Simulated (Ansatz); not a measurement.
LaN:
```cif
data_La2N2
_chemical_formula_sum 'La2 N2'
_space_group_name_H-M_alt 'P 1'
_space_group_IT_number 1
_cell_length_a 4.11502
_cell_length_b 4.11502
_cell_length_c 5.81169
_cell_angle_alpha 90.000
_cell_angle_beta 90.000
_cell_angle_gamma 120.000
loop_
_space_group_symop_operation_xyz
  'x, y, z'
loop_
_atom_site_label
_atom_site_type_symbol
_atom_site_fract_x
_atom_site_fract_y
_atom_site_fract_z
_atom_site_occupancy
La1 La 0.33333 0.66667 0.99497 1
La2 La 0.66667 0.33333 0.49497 1
N1 N 0.33333 0.66667 0.41503 1
N2 N 0.66667 0.33333 0.91503 1
```

Relaxed with PBEsol. The program Ansatz at the PBEsol level (PAW) gives a gap of 0.98 eV.

What gap does HSE06 give on the same cell (Ansatz, PAW)?

2.11 eV, 1.13 eV more. The hybrid was solved on a coarser mesh and at special points; the gap given is the minimum over both.

| k | v1 PBEsol | c1 PBEsol | v1 HSE06 | c1 HSE06 |
|---|---|---|---|---|
| Γ | -0.47 | 0.98 | -0.50 | 2.11 |
| A | -2.07 | 2.20 | ___ | ___ |
| K | 0.00 | 1.39 | ___ | ___ |
| H | -0.84 | 1.83 | -0.85 | 2.88 |
| M | -0.37 | 1.49 | ___ | ___ |
| L | -0.94 | 2.28 | ___ | ___ |

Top valence (v1) and lowest conduction level (c1) in eV from each method's valence maximum (which need not be a listed point): supply the withheld HSE06 values.


- L, v1 HSE06: -0.98
- L, c1 HSE06: 3.56
- A, v1 HSE06: -2.17
- A, c1 HSE06: 3.55
- M, v1 HSE06: -0.37
- M, c1 HSE06: 2.53
- K, v1 HSE06: 0.00
- K, c1 HSE06: 2.33

Cost on shared cores: the PBEsol run (SCF on a 8×8×5 mesh, then bands and DOS) very roughly 50 core-seconds, the HSE06 run (SCF on 6×6×4, then a few points) very roughly 8 core-minutes; the tasks are unlike.

Space group P6_3mc. The first step of the workflow began from a Materials Project structure, measured or hypothetical; the Crystallography Open Database copy checked does not list it. COD files the formula under space group No. 225. Its standing as an ambient phase is unchecked. Symmetry was held in the PBEsol relaxation; whether a distortion lowers the energy is not shown. Scalar-relativistic: spin–orbit coupling is off unless named, which matters more the heavier the elements.

Potentials: the later of the program's two PAW sets.
